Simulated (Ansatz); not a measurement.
# Sc: frozen-core PAW against all-electron methods

```
Sc
1.0
    -0.04541    2.24779    2.24779
     2.24779   -0.04541    2.24779
     2.24779    2.24779   -0.04541
Sc
1
Direct
  0.00000 0.00000 0.00000
```

Conventional cell: a = 3.243 Å, b = 3.243 Å, c = 7.708 Å, α = 90.00°, β = 90.00°, γ = 120.00°. Around Sc (atom 1) lie 12 Sc at 3.18 to 3.24 Å.

The cell is COD entry 9008483, as deposited and not checked against the literature; nothing was relaxed. The listed cell was then made from it by scaling, straining or moving an atom.

Spin polarisation is left out, and whether a magnetic state lies lower isn't shown here.

Levels of theory: DFT, PBEsol, PAW with Ansatz's default frozen-core files, scalar-relativistic (Ansatz 0.2.0); DFT, PBEsol, all-electron PAW with datasets made for the crystal, scalar-relativistic (Ansatz 0.2.0); DFT, PBEsol, all-electron LAPW, scalar-relativistic (Ansatz 0.2.0).

For PAW: a Γ-centred 12×12×12 k mesh, Fermi–Dirac smearing of 0.03 eV, cutoff 420 eV, no spin polarisation; the PAW files were made with PBE, and the program remakes their frozen cores for this functional. The crystal-made all-electron datasets (AE datasets) take a cutoff of 220 eV at this cell. LAPW targets a basis error of 0.25 meV/atom. The Ansatz runs share mesh, smearing and spin set-up. Plane-wave (PAW) pressures include the program's estimate of the Pulay term.

Stress and pressure are positive in compression.

The change that made this cell: equal xy, yz and zx engineering shear strains of -2 %.

In a metal, gradients converge slowly with the k mesh: the values move by tens of per cent from one mesh to another, at times in sign, so only the comparison on one mesh counts.

| quantity | PAW | AE datasets | LAPW |
| --- | --- | --- | --- |
| pressure (GPa) | 0.50 | 0.50 | 0.50 |
| stress yz (GPa) | 0.72 | 0.72 | 0.72 |
| stress xz (GPa) | 0.72 | 0.72 | 0.72 |
| stress xy (GPa) | 0.72 | 0.72 | 0.72 |
| field gradient Vzz at Sc (10²¹ V/m²) | 0.86 | 0.87 | – |
